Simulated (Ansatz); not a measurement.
BaHCl in space group P4/nmm (No. 129; Ba on 2c, H on 2a, Cl on 2c), the program Ansatz at the r²SCAN level (PAW). The conduction-band minimum lies at Z, with 1 equivalent valley. Second derivatives d²E/dk² of the lowest band at one valley (eV·Å²), along Cartesian directions:

```json
[
 {"direction": "[100]", "d²E/dk²": "16.05"},
 {"direction": "[010]", "d²E/dk²": "16.05"},
 {"direction": "[001]", "d²E/dk²": "9.769"},
 {"direction": "[110]", "d²E/dk²": "16.05"},
 {"direction": "[101]", "d²E/dk²": "12.91"},
 {"direction": "[011]", "d²E/dk²": "12.91"}
]
```

Q: Find the principal effective masses, the density-of-states mass and the conductivity mass.

A: Off-diagonal terms follow from H_xy = H[110] − (H_xx + H_yy)/2, and m*/mₑ = 7.620 eV·Å² over each eigenvalue: 0.47, 0.47, 0.78. One valley's DOS mass (m₁m₂m₃)^(1/3) = 0.56, conductivity mass 3/(Σ 1/mᵢ) = 0.55 mₑ.

Q: What effective density of states Nc follows at 300 K for parabolic valleys?

A: Nc = 2.509e19 × 1 × (0.56)^(3/2) ≈ 1.1e19 cm⁻³.

The first step of the workflow began from a Materials Project structure, measured or hypothetical; the Crystallography Open Database files this formula in space group No. 129, but the cells were not matched. Its standing as an ambient phase is unchecked. The r²SCAN relaxation kept the symmetry of its start; its stability against distortions is not shown here. Spin–orbit coupling is left out wherever it is not named.

Potentials: the later of the program's two PAW sets.

Edges and masses are those of Kohn–Sham bands, whose gap is no quasiparticle gap.
